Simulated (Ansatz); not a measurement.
The elements of this relaxed trial crystal are hidden behind letters.

```
lattice vectors (Å)
   5.0596    0.0000    0.0000
   0.0000    5.0596    0.0000
   0.0000    0.0000    5.0596
fractional positions
X 0.0000 0.5000 0.5000
X 0.5000 0.5000 0.0000
X 0.5000 0.0000 0.5000
X 0.0000 0.0000 0.0000
Z 0.5000 0.5000 0.5000
```

Level of theory: DFT PBE, scalar-relativistic, plane waves, PAW in Ansatz 0.2.0. Settings of the last relaxation (5-atom cell): 420 eV, 8×8×8 k points, Gaussian smearing of 0.10 eV, no spin polarisation.

```
Space group                              : Pm-3m (No. 221)
Conventional cell                        : a = 5.060 Å
Volume per atom                          : 25.90 Å³
Density                                  : 6.33 g/cm³
Formation energy                         : −0.34 eV/atom
Gap on the 8×8×8 mesh of the 5-atom cell : 0 eV (a metal)
```

Energies are uncorrected and count from the elements' standard states at the same level.

Problem. X is a p-block element of period 5 and Z is a p-block element of period 2. Which elements are they?

Solution. X = Sn, Z = F, so the formula is Sn4F. Density times volume gives a mean mass of 6.33 × 25.90/1.6605 = 98.7 u per atom, and this set has 98.8 u. Among the elements that the hints allow, noble gases aside, only these give it. Sn on a site of symmetry 4/mmm has 2 F at 2.53 Å and 12 Sn at 3.58 Å; Sn on a site of symmetry m-3m has 12 Sn at 3.58 Å; F is surrounded by 6 Sn at 2.53 Å.

The cell is a metal run without spin; a magnetic state may lie lower. Symmetry constrained the relaxation, so the result can be a saddle point. Another cell of Sn4F relaxed alike, in P2_1/c, lies 129 meV/atom lower, so this cell isn't the stable form at this level.
